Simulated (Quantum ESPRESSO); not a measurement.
## Si2Ga3P3 (a curve over one atom's position)

A calculation, not a measurement. The program is pw.x of Quantum ESPRESSO 7.5 (plane-wave density functional theory). The cell is made up: 8 atoms on a zincblende/diamond lattice, with randomly drawn elements, strain and displacements, not relaxed. PseudoDojo standard norm-conserving files (v0.5 for PBE, v0.4.1 for LDA and PBEsol) set the functional; there is no spin polarisation, spin-orbit coupling or dispersion term, and the masses in the input are unused placeholders.

Seven runs move atom 5 (P, counted in the order of the input) along z and keep all else fixed.

Input of the run at -0.0025:

```
&control calculation='scf', pseudo_dir='./dojo.nc.sr.pbe.v0_5.standard.upf', outdir='./o', disk_io='medium', tprnfor=.true., tstress=.true. /
&system ibrav=0, nat=8, ntyp=3, nbnd=37, ecutwfc=79.96652505, nosym=.true., tot_charge=0,
 occupations='smearing', smearing='fd', degauss=0.0018374661
/
&electrons conv_thr=7.350e-09, electron_maxstep=60, /
ATOMIC_SPECIES
Ga 1.0 Ga.upf
P 1.0 P.upf
Si 1.0 Si.upf
CELL_PARAMETERS angstrom
5.5218 0.0 0.0
0.0 5.5218 0.0
0.0 0.0 5.5218
ATOMIC_POSITIONS angstrom
Si 0.0677 -0.0314 0.1654
Ga 0.0689 2.856 2.7164
Ga 2.8451 -0.1135 2.7719
Ga 2.777 2.7706 0.0294
P 1.4662 1.3833 1.2346
Si 1.3428 4.132 4.151
P 4.1316 1.4289 4.317
P 4.1925 4.1119 1.4424
K_POINTS automatic
4 4 4 1 1 1
```

| shift of atom 5 along z (Å) | free energy less that of the input shown (eV) | Fx on atom 5 (eV/Å) | Fy on atom 5 (eV/Å) | Fz on atom 5 (eV/Å) | pressure (GPa) | next band up at Gamma (eV) | iterations |
| --- | --- | --- | --- | --- | --- | --- | --- |
| -0.1529 | 0.4374 | -1.001 | -1.056 | 3.588 | 1.12 | 0.547 | 10 |
| -0.0933 | 0.2390 | -0.897 | -0.955 | 3.063 | 0.79 | 0.539 | 10 |
| -0.0242 | 0.0499 | -0.787 | -0.853 | 2.405 | 0.47 | 0.517 | 10 |
| -0.0025 | 0.0000 | -0.755 | -0.823 | 2.190 | 0.38 | 0.506 | 10 |
| +0.1109 | -0.1826 | -0.604 | -0.691 | 1.021 | 0.03 | 0.442 | 10 |
| +0.1324 | -0.2021 | -0.578 | -0.670 | 0.794 | -0.01 | 0.432 | 10 |
| +0.1807 | -0.2281 | -0.524 | -0.626 | 0.283 | -0.09 | 0.416 | 10 |

A cubic fit gives dFz/dz = -10.01 eV/Å² at zero shift. Across the table the free energy follows the integral of the force to within 0.1 meV. A rerun of one of the cells at 1377 eV and a 6 x 6 x 6 mesh moved values by no more than 0.013 eV in energy, 0.03 GPa in stress and 0.006 eV/Å in force. The band column is the level of band 32 at Gamma less that of band 31, whose number is half the electron count, rounded up; it comes from a band step after each run.